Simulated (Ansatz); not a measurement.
Compressing Co: a fit and a missing row

Co, P6_3/mmc, a = 2.456 Å, c = 3.969 Å. Ansatz: PBEsol, PAW, 420 eV, Γ-centred 18×18×10 mesh on 2 atoms, Gaussian smearing 0.10 eV; collinear spin, largest moment 1.6 μB. Shape and atoms are relaxed at each volume; pressure is positive in compression.

```
V (Å³/atom) P (GPa)
      9.127        ?
      9.438    29.20
      9.749    17.83
     10.060     8.14
     10.371     0.02
     10.682    -6.85
     10.993   -12.67
     11.408   -18.92
```

Question: Take V0 = 10.371 Å³/atom, count pressures from its P0 = 0.02 GPa, fit the third-order Birch–Murnaghan form to the other rows, and predict the missing pressure.

Answer: With the Eulerian strain f = ½[(V0/V)^(2/3) − 1] and y = (P − P0)/[3f(1 + 2f)^(5/2)], the form is the line y = B0 + 1.5 B0 (B0′ − 4) f. Rows (f, y): 0.03243, 256.3; 0.02105, 254.4; 0.01025, 251.0; -0.00975, 246.7; -0.01904, 244.8; -0.03078, 240.4. Means f = 0.0006933, y = 248.93; Σ(Δf)² = 0.003002, ΣΔfΔy = 0.7383; the slope is their ratio. y = 248.8 + 245.9 f GPa, so B0 = 248.8 GPa and B0′ = 4 + 2 × (245.9)/(3 × 248.8) = 4.66. At V = 9.127, f = 0.04446, y = 259.73 and P = 42.89 GPa. The run gave 42.40 GPa, so the fit is 0.49 GPa too high, 0.8 % of the span of the series, against an rms of 0.04 GPa on the fitted rows. The row lies outside the fitted range. A fourth-order term fitted to the same rows gives P = 42.67 GPa at this row's volume (the line 42.89, the run 42.40), which recovers part of the miss.

Cost: 8 runs of about 5.2 core-minutes in all, on Arm Neoverse V2 (shared hosts).